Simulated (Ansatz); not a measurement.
# Phonon dispersion of Hf3TiN4

Theory: DFT PBE, scalar-relativistic, plane waves, PAW (Ansatz 0.2.0). Plane waves to 420 eV; Γ-centred k mesh 12×12×4; Fermi-Dirac smearing of 0.15 eV. No spin polarisation. Phonons by linear response, acoustic sum rule imposed.

The cell, relaxed at this level:
```yaml
crystal:
  lattice:
    - [3.17773, 0.00000, 0.00000]
    - [0.00000, 3.17773, 0.00000]
    - [0.00000, 0.00000, 8.97682]
  atoms:
    - { symbol: Hf, position: [0.50000, 0.50000, 0.24006] }
    - { symbol: Hf, position: [0.00000, 0.00000, 0.50000] }
    - { symbol: Hf, position: [0.50000, 0.50000, 0.75994] }
    - { symbol: Ti, position: [0.00000, 0.00000, 0.00000] }
    - { symbol: N, position: [0.00000, 0.00000, 0.24600] }
    - { symbol: N, position: [0.50000, 0.50000, 0.50000] }
    - { symbol: N, position: [0.00000, 0.00000, 0.75400] }
    - { symbol: N, position: [0.50000, 0.50000, 0.00000] }
```

The structure comes from a generated guess, relaxed at this level; another structure or a mixture of phases may lie lower. In a metal, frequencies and elastic constants depend on the k mesh and the smearing, soft modes and shear constants most. Spin–orbit coupling is left out, which matters for heavy elements. The q mesh is coarse, so values between its points are rough.

Force constants from linear response on a 2×2×1 q mesh.

Path: Γ–X–M–Γ–Z–R–A–Z | X–R | M–A. Only the points of the 2×2×1 mesh were computed; the rest is interpolation, which is rough on so few points. On the mesh no mode is imaginary. Distance along the path (Å⁻¹), then the branches (cm⁻¹, negative for imaginary):
```
0.000  0 0 0 102 102 122 122 138 144 188 188 231 384 384 448 456 473 494 494 500 500 514 514 617
0.247  46 48 72 106 111 123 126 139 144 182 186 230 387 389 446 453 472 498 499 507 507 519 520 616
0.494  83 85 113 123 124 124 127 148 148 162 180 227 395 403 441 445 470 509 513 523 523 531 533 614
0.742  101 109 109 117 120 126 138 155 160 161 173 224 405 418 433 439 469 522 528 539 539 542 545 613
0.989  100 110 112 115 118 128 130 160 167 169 170 223 409 424 429 437 468 529 535 546 546 546 550 612
1.236  109 115 120 122 126 131 139 161 167 169 172 222 407 420 434 440 467 525 530 539 539 540 544 612
1.483  116 122 133 139 140 144 162 164 166 170 181 217 401 409 445 446 464 515 518 523 523 527 529 611
1.730  115 127 136 152 152 159 165 166 167 190 193 213 396 398 450 458 461 504 505 506 506 515 515 611
1.977  115 127 137 154 154 164 164 169 169 199 199 211 393 393 452 460 463 499 499 499 499 510 510 611
2.327  116 127 134 143 154 157 158 164 166 182 190 215 397 400 449 454 462 505 509 510 512 518 519 611
2.676  106 113 126 127 130 136 148 153 155 164 181 222 399 405 443 445 467 509 517 520 525 529 532 613
3.026  63 68 95 110 117 124 128 140 143 176 185 229 390 393 445 450 471 500 504 510 513 522 524 616
3.375  0 0 0 102 102 122 122 138 144 188 188 231 384 384 448 456 473 494 494 500 500 514 514 617
3.463  16 16 30 98 98 124 124 136 145 188 188 231 384 384 448 456 473 493 493 501 501 514 514 617
3.550  31 31 58 88 88 128 128 130 145 188 188 232 384 384 449 454 475 492 492 503 503 513 513 615
3.638  45 45 77 77 83 120 131 131 146 188 188 232 385 385 450 453 476 491 491 505 505 511 511 614
3.725  54 54 69 69 99 109 132 132 146 188 188 232 385 385 450 452 477 491 491 507 507 510 510 613
3.973  71 80 83 90 107 114 131 136 143 182 186 230 388 390 447 451 476 495 496 513 513 515 516 612
4.220  95 97 107 113 128 133 134 140 144 162 180 227 396 403 438 449 474 508 511 527 527 528 530 609
4.467  107 108 110 123 123 128 137 154 155 163 174 224 405 418 429 447 471 522 527 540 540 541 544 606
4.714  103 110 117 118 122 123 133 160 161 169 175 222 410 424 426 446 471 528 534 546 546 546 550 605
4.961  111 120 122 125 126 135 137 161 162 171 174 220 407 420 431 447 469 524 530 539 539 540 544 605
5.208  121 124 137 140 141 144 162 163 164 172 180 214 401 409 443 450 467 514 517 524 524 526 529 607
5.455  123 127 141 152 154 156 164 167 168 190 193 207 396 398 452 455 464 502 502 510 510 512 513 609
5.703  123 128 142 155 155 162 162 170 170 199 199 204 394 394 453 460 463 495 495 505 505 506 506 610
6.052  122 127 139 144 150 158 160 164 166 182 190 210 397 401 451 452 465 503 509 514 514 516 519 608
6.402  114 118 122 126 130 140 149 151 154 163 181 221 399 405 440 449 470 508 517 525 525 527 531 608
6.751  82 90 98 100 114 121 132 139 140 176 185 229 390 394 444 451 475 498 502 516 518 518 521 611
7.101  54 54 69 69 99 109 132 132 146 188 188 232 385 385 450 452 477 491 491 507 507 510 510 613
7.144  100 110 112 115 118 127 130 160 166 170 170 223 409 424 429 438 468 529 534 546 546 546 550 612
7.232  101 110 113 117 118 126 131 160 164 170 172 223 409 424 428 440 469 529 534 546 546 546 550 610
7.319  102 110 115 118 120 125 132 160 162 169 174 222 409 424 427 443 470 529 534 546 546 546 550 607
7.407  103 110 117 118 121 123 133 160 161 169 175 222 410 424 426 446 470 528 534 546 546 546 550 605
7.451  115 127 137 154 154 164 164 169 169 199 199 211 393 393 452 460 463 499 499 499 499 510 510 611
7.538  117 126 138 154 154 164 164 169 169 199 199 210 393 393 452 460 463 498 498 501 501 509 509 611
7.626  121 125 140 154 154 163 163 170 170 199 199 208 394 394 453 460 463 496 496 502 502 509 509 610
7.713  124 126 142 155 155 162 162 170 170 199 199 206 394 394 453 460 463 496 496 504 504 508 508 610
7.801  123 128 142 155 155 162 162 170 170 199 199 204 394 394 453 460 463 495 495 505 505 506 506 610
```
